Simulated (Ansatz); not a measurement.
Total density of states per atom from plane-wave PAW r²SCAN (Ansatz code), in 0.25 eV bins, energy from the valence-band maximum:

```
E (eV)  states/eV/atom
------  --------------
-7.85             0.27
-7.60             0.48
-7.35             0.66
-7.10             0.34
-6.85             0.24
-6.60             0.20
-6.35             0.17
-6.10             0.15
-5.85             0.14
-5.60             0.23
-5.35             0.35
-5.10             0.33
-4.85             0.33
-4.60             0.32
-4.35             0.34
-4.10             0.37
-3.85             0.40
-3.60             0.44
-3.35             0.52
-3.10             0.54
-2.85             0.53
-2.60             0.52
-2.35             0.51
-2.10             0.51
-1.85             0.51
-1.60             0.50
-1.35             0.50
-1.10             0.43
-0.85             0.31
-0.60             0.24
-0.35             0.18
-0.10             0.08
0.15              0.00
0.40              0.00
0.65              0.00
0.90              0.00
1.15              0.00
1.40              0.00
1.65              0.00
1.90              0.01
2.15              0.03
2.40              0.04
2.65              0.05
2.90              0.07
3.15              0.08
3.40              0.10
3.65              0.12
3.90              0.14
4.15              0.16
4.40              0.18
4.65              0.20
4.90              0.24
5.15              0.30
5.40              0.40
5.65              0.44
5.90              0.37
6.15              0.46
6.40              0.36
```

**Question.** Which of these materials gives this?
A. HfSi, Pnma (Hf on 4c, Si on 4c)
B. SiC, zinc blende
C. LaSiRu, P4/nmm (La on 2c, Si on 2c, Ru on 2a)
D. HfSiSe, P4/nmm (Hf on 2c, Si on 2a, Se on 2c)

**Answer.** B, SiC, zinc blende. Top 1 eV of the valence band: C 2p 83 %, Si 3p 13 %. Bottom 1 eV of the conduction band: Si 3p 51 %, C 2s 27 %, C 2p 5 %, outside the projected shells 15 %. Projections are on Löwdin-orthogonalised atomic valence shells; empty p or d shells of many metals are not among them.

Space group F-43m (zinc blende). The r²SCAN relaxation kept the symmetry of its start; phonons on a q-mesh show no instability.

Potentials: the earlier of the program's two PAW sets.
